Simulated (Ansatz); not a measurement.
This run works on a generated trial structure, not on a known crystal.

Input and command of a plane-wave DFT calculation in Ansatz:

```yaml
crystal:
  lattice:
    - [5.0842529099, 0.0, 0.0]
    - [0.0, 5.0842529099, 0.0]
    - [0.0, 0.0, 5.0842529099]
  atoms:
    - { symbol: Cu, position: [0.5, 0.5, 0.0] }
    - { symbol: Cu, position: [0.0, 0.5, 0.5] }
    - { symbol: Cu, position: [0.5, 0.0, 0.5] }
    - { symbol: Au, position: [0.5, 0.5, 0.5] }
    - { symbol: Au, position: [0.5, 0.0, 0.0] }
    - { symbol: Au, position: [0.0, 0.5, 0.0] }
    - { symbol: Au, position: [0.0, 0.0, 0.5] }
basis:
  ecutwfc: 420
kpoints:
  mp_grid: { grid: [8, 8, 8] }
hamiltonian:
  xc: pbe
scf:
  occupations: { method: gaussian, width: 0.1 }
output:
  forces: true
  stress: true
  eigenvalues: true
relax:
  adjacent_minimum: "off"
  f_tol: 0.01
  max_steps: 80
  cell: { stress_tol: 0.05 }
```

```bash
ansatz run input.yaml --threads 1 --pin off --max-ram 2048MiB --backend cpu --events-out ev --progress --plain --runs-dir out
```

Processor: Intel(R) Xeon(R) Platinum 8259CL CPU @ 2.50GHz (Skylake/Cascade Lake), 1 thread, on a host shared with other jobs.

Q: How long does it run, and how much memory does it take?

A: About 63 s, peak memory 0.61 GiB. It solves 80 bands at 35 k points (after reduction by symmetry) with about 2553 plane waves (on the last cell), in 19 SCF iterations over 3 ionic steps.
